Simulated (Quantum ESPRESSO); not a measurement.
```xyz
2
Lattice="0.0000 2.0207 2.0207 2.0207 0.0000 2.0207 2.0207 2.0207 0.0000" Properties=species:S:1:pos:R:3 pbc="T T T"
Li     0.0000     0.0000     0.0000
F      2.0207     2.0207     2.0207
```

The PBEsol cell relaxed from Materials Project entry mp-1138 was given an isotropic strain of +1 % on all lattice vectors, and the atoms were relaxed again.

Task: What does PBEsol (pw.x of Quantum ESPRESSO, ONCV potentials, no spin-orbit coupling) give for the electronic structure near the Fermi level?

Result: The PBEsol gap is direct, 8.85 eV at Γ.
